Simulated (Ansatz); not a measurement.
Relaxed WS2 (2H-MoS2 type, space group P6_3/mmc):

```
WS2
1.0
    3.16997     0.00000     0.00000
   -1.58498     2.74527     0.00000
    0.00000     0.00000    12.49180
W S
2 4
Direct
  0.33333   0.66667   0.25000
  0.66667   0.33333   0.75000
  0.33333   0.66667   0.62490
  0.66667   0.33333   0.12490
  0.66667   0.33333   0.37510
  0.33333   0.66667   0.87510
```

In this cell atom 6 (S, nearest neighbour W at 2.407 Å; its periodic images, 3.2 Å or more away, move with it) is moved by s along Cartesian z, unit vector (0.000, 0.000, 1.000); all other atoms and the cell stay fixed.

All values below come from r2SCAN+rVV10 (plane waves to 500 eV, PAW, scalar-relativistic; Ansatz, a first-principles code). k mesh 10×10×3 (Γ-centred), Fermi-Dirac smearing 0.05 eV. Energies are smeared free energies. As the smearing reaches across the gap at some points, energies and forces of such displacements shift with the k mesh and the smearing. Spin-orbit coupling is left out, though W is heavy. WS2 is run without spin polarisation. WS2 was relaxed with its symmetry unable to fall. The zero of ΔE is the undisplaced structure. The last digit holds for this mesh only.

| s (Å) | ΔE (meV/cell) |
|---|---|
| -0.480 | 2717.5 |
| -0.384 | 1736.5 |
| -0.288 | withheld |
| -0.192 | 399.7 |
| -0.096 | 94.0 |
| 0.000 | 0.0 |
| 0.096 | 82.3 |
| 0.192 | 306.1 |
| 0.288 | 639.2 |
| 0.384 | 1052.7 |
| 0.480 | 1520.8 |

Question: Fit a polynomial form (powers 2, 3, 4) to the given rows and predict ΔE at s = -0.288.

Answer: Least squares on the 10 given rows: ΔE = (9702)·s² + (-5558)·s³ + (-2134)·s⁴, in meV/cell with s in Å; root-mean-square residual 16.41 meV/cell. At -0.288 the fit gives 922.8 meV/cell; the calculation gives 948.6 meV/cell, so the interpolation is off by -25.8 (-2.7 %). The quadratic term alone would give 804.7 meV/cell.

(A displaced cell: forces are minus the slopes of the energy, force constants its curvatures, and phonons follow from these.)
